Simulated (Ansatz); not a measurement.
## Stress against strain in BiPt

```yaml
crystal:
  lattice:
    - [4.31500, 0.00000, 0.00000]
    - [-2.15750, 3.73690, 0.00000]
    - [0.00000, 0.00000, 5.49000]
  atoms:
    - { symbol: Bi, position: [0.33333, 0.66667, 0.25000] }
    - { symbol: Bi, position: [0.66667, 0.33333, 0.75000] }
    - { symbol: Pt, position: [0.00000, 0.00000, 0.00000] }
    - { symbol: Pt, position: [0.00000, 0.00000, 0.50000] }
```

Atoms are numbered in the order listed.

The cell is COD entry 9008911, as deposited and not checked against the literature; nothing was relaxed.

Spin–orbit coupling is left out, though it moves levels of the heavy atoms by tenths of an eV or more.

Level of theory: Ansatz 0.2.0, DFT, LDA, all-electron LAPW, scalar-relativistic.

Settings: a Γ-centred 9×9×6 k mesh, Fermi–Dirac smearing of 0.05 eV, basis error target 0.5 meV/atom, no spin polarisation.

The strain is applied along the Cartesian axes of the cell as listed (the other components stay zero). Fractional coordinates are held (clamped ions).

σ is the change of stress from the unstrained cell, which is at -0.19 GPa; tension is positive, so slopes are stress–strain coefficients at that pressure. In a metal the k mesh adds noise.

Only quantities that a quadratic follows smoothly over the whole series are listed; rougher ones are left out.

```
    εzz  σzz (GPa)  σxx (GPa)
-0.0200      -4.99      -2.07
-0.0100      -2.34      -1.02
 0.0000       0.00       0.00
 0.0200       3.88       1.95
```

Problem. Fit the series and read off the stiffness at zero strain.

Solution. Least-squares fits y = p0 + p1 x + p2 x² to the rows give σzz (GPa): p1 = 222, p2 = -1400; σxx (GPa): p1 = 100, p2 = -150. So C33 = 222 GPa and C13 = 100 GPa, for these axes.

Problem. One run, at εzz = 0.0100, is withheld. Predict its row.

Solution. The fits give 2.08, 0.99; the run gave 2.06, 0.99.
